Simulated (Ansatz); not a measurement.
According to plane-wave PAW r²SCAN (Ansatz code), Ge in the tetragonal phase (I4/mmm; Ge on 8h) relaxes to a = 6.947 Å, c = 4.010 Å.

Electronic character: no gap, with almost no states at the Fermi level (zero-gap or semimetallic).

An equation-of-state fit gives a bulk modulus of 644 kbar.

The start of the workflow was typed in or built on a structure type; neither database checked (COD, Materials Project) lists it. It is not the phase usual at ambient conditions (space group No. 227). The r²SCAN relaxation kept the symmetry of its start; its stability against distortions is not shown here. The volume moved by 28 % from the start of the relaxation. Scalar-relativistic: spin–orbit coupling is off unless named, which matters more the heavier the elements.

Potentials: the later of the program's two PAW sets.
